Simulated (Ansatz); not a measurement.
Relaxed-ion elastic tensor of MgH2 (rutile, P4_2/mnm) in GPa (Voigt order), plane-wave PAW r²SCAN (Ansatz code); density 1.45 g/cm³, 10.05 Å³ per atom.

```csv
,1,2,3,4,5,6
1,76.6,37.9,28.9,0.0,0.0,0.0
2,37.9,76.6,28.9,0.0,0.0,0.0
3,28.9,28.9,141,0.0,0.0,0.0
4,0.0,0.0,0.0,40.4,0.0,0.0
5,0.0,0.0,0.0,0.0,40.4,0.0
6,0.0,0.0,0.0,0.0,0.0,55.1
```

Question: Is the crystal mechanically stable?

Answer: Yes: the smallest eigenvalue of C is 38.7 GPa.

Question: Work out the Voigt, Reuss and Hill averages.

Answer: K_V = 54.0, K_R = 51.5, K_H = 52.7; G_V = 40.4, G_R = 35.3, G_H = 37.9 GPa.

Question: Give Young's modulus, Poisson's ratio, Pugh's ratio and the universal anisotropy index.

Answer: E = 9KG/(3K + G) = 91.6 GPa; ν = 0.21; K/G = 1.39 (brittle by the Pugh limit of 1.75); A_U = 5G_V/G_R + K_V/K_R − 6 = 0.78.

Question: Estimate the sound speeds and the Debye temperature.

Answer: v_l = √((K + 4G/3)/ρ) = 8440 m/s, v_t = √(G/ρ) = 5110 m/s, mean 5650 m/s; Θ = (h/k)(3n/4πV)^(1/3) v_m = 779 K.

Question: Solve the Christoffel equation for the three sound speeds along x, y, z.

Answer: Eigenvalues of C_ijkl n_j n_l equal ρv². In km/s, slowest first: x 5.28, 6.16, 7.27; y 5.28, 6.16, 7.27; z 5.28, 5.28, 9.86.

Question: How much does each axis shrink under pressure?

Answer: Linear compressibilities β_i = Σ_j S_ij (j = 1 to 3): x 7.7, y 7.7, z 3.9 per TPa.

The cell was relaxed with r²SCAN under the symmetry of its start; phonons on a q-mesh show no instability.

Potentials: the later of the program's two PAW sets.
